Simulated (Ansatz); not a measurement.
**Si: tetragonal deformation path**

Theory: Ansatz, DFT LDA, scalar-relativistic, plane waves, PAW. The runs took a 420 eV cutoff, a Γ-centred 22×22×22 mesh and Gaussian smearing (0.15 eV). No spin polarisation. Energies are free energies at this smearing, counted from the undisturbed cell; pressure is positive in compression.

Zero of the scan (as given, not relaxed at this level; it stands at -0.8 GPa; this form isn't the usual structure):

```
Si
1.0
    -2.37137    2.37137    1.32927
     2.37137   -2.37137    1.32927
     2.37137    2.37137   -1.32927
Si
2
Direct
  0.25000 0.75000 0.50000
  0.50000 0.50000 0.00000
```

At fixed volume and fractional coordinates, lengths along (0.000, 0.000, 1.000) are scaled against those across it; ρ is that ratio over its starting value. The cell is metallic on the mesh throughout.

ρ, ΔE (meV/atom) and a bar:
```
    0.850       85.3 #########################
    0.920       13.5 ####
    0.960        0.1
    1.000        0.0
    1.100       33.6 ##########
    1.200      100.9 ##############################
```